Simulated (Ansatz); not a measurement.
TiSi2:
```yaml
crystal:
  lattice:
    - [0.00000, 4.11282, 4.26495]
    - [2.38725, 0.00000, 4.26495]
    - [2.38725, 4.11282, 0.00000]
  atoms:
    - { symbol: Si, position: [0.66208, 0.33792, 0.66208] }
    - { symbol: Si, position: [0.33792, 0.66208, 0.33792] }
    - { symbol: Si, position: [0.58792, 0.91208, 0.58792] }
    - { symbol: Si, position: [0.91208, 0.58792, 0.91208] }
    - { symbol: Ti, position: [0.00000, 0.00000, 0.00000] }
    - { symbol: Ti, position: [0.25000, 0.25000, 0.25000] }
```

Relaxed with r²SCAN. Special points in fractions of this cell's reciprocal vectors: Γ (0.000, 0.000, 0.000); Y (0.500, 0.000, 0.500); T (1.000, 0.500, 0.500); Z (0.500, 0.500, 0.000); Σ0 (0.000, 0.413, 0.413); U0 (1.000, 0.587, 0.587); C0 (0.500, 0.244, 0.744); A0 (0.500, 0.756, 0.256); L (0.500, 0.500, 0.500).

**Question.** List the band energies nearest the Fermi level at these points for the program Ansatz at the r²SCAN level (PAW).

**Answer.** In eV from the Fermi level; about four levels below and three above (degenerate sets whole), none deeper than 8.9 eV; points with the same levels are listed once.

```json
[
 {"k": "Γ", "below": "-2.32 -2.01 -1.54 -0.99", "above": "2.27 3.37 3.65"},
 {"k": "Y", "below": "-2.51 -2.51 -0.92 -0.92", "above": "1.39 1.39 3.57 3.57 3.58 3.58"},
 {"k": "T", "below": "-1.15 -1.15 -0.71 -0.71", "above": "0.89 0.89 2.46 2.46"},
 {"k": "Z", "below": "-1.76 -1.76 -1.06 -1.06", "above": "0.80 0.80 3.43 3.43"},
 {"k": "Σ0", "below": "-2.51 -2.23 -1.47 -0.44", "above": "0.06 0.19 0.77"},
 {"k": "C0", "below": "-1.81 -1.81 -1.49 -1.49", "above": "1.50 1.50 2.33 2.33"},
 {"k": "L", "below": "-2.74 -2.07 -1.11 -0.02", "above": "0.18 1.03 1.49"}
]
```

Space group Fddd. Symmetry was held in the r²SCAN relaxation. The run is not spin-polarised.

Potentials: the later of the program's two PAW sets.
